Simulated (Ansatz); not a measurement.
PbS (rock salt) is sheared across one {100} plane: the third cell vector gains the shift, so faults repeat every 9.0 Å. The cut lies between planes 3.00 Å apart; the cell height is held.

```
CELL_PARAMETERS angstrom
      4.24904     0.00000     0.00000
      0.00000     4.24904     0.00000
      2.12452     2.12452     9.01356
ATOMIC_POSITIONS crystal
  S  0.00000 0.00000 0.83333
  S  0.33333 0.33333 0.16667
  S  0.66667 0.66667 0.50000
  Pb 0.50000 0.50000 0.83333
  Pb 0.83333 0.83333 0.16667
  Pb 0.16667 0.16667 0.50000
```

In-plane vectors a = (4.249, 0.000) Å, b = (0.000, 4.249) Å, area 18.05 Å². The shift is s times the vector a (length 4.249 Å), so s = 1 restores the start. The shift is rigid: no atom relaxes. γ = [E(shift) − E(0)] / area.

Computed with PBE (plane waves to 420 eV, PAW, scalar-relativistic; Ansatz, a quantum-chemistry and plane-wave program). k mesh 7×7×7 (Γ-centred), Fermi-Dirac smearing 0.05 eV. E is the zero-smearing estimate. Faults lie only 9.0 Å apart, and holding the cell height and the atoms raises γ above its relaxed value. PbS was relaxed with its symmetry unable to fall. Spin-orbit coupling is left out, though Pb is heavy. The PAW data are Ansatz's earlier set. γ is measured from zero shift.

```tsv
s	γ (mJ/m²)
0.000	0
0.083	33
0.167	123
0.250	withheld
0.333	361
0.417	444
0.500	475
0.583	444
0.667	361
0.750	withheld
0.833	123
0.917	33
```

Task: Fit a Fourier form (three harmonics of 1 − cos and sin) to the given rows and predict γ at s = 0.750.

Result: Least squares on the 10 given rows: γ = (237.4)·[1 − cos(2πs)] + (3.1)·[1 − cos(4πs)], in mJ/m²; root-mean-square residual 0.4 mJ/m². At 0.750 the fit gives 244 mJ/m²; the calculation gives 243 mJ/m², so the interpolation is off by 1 (+0.4 %). 

(The slope of γ gives the shear force per area between the displaced halves; near zero shift its curvature is an elastic stiffness.)
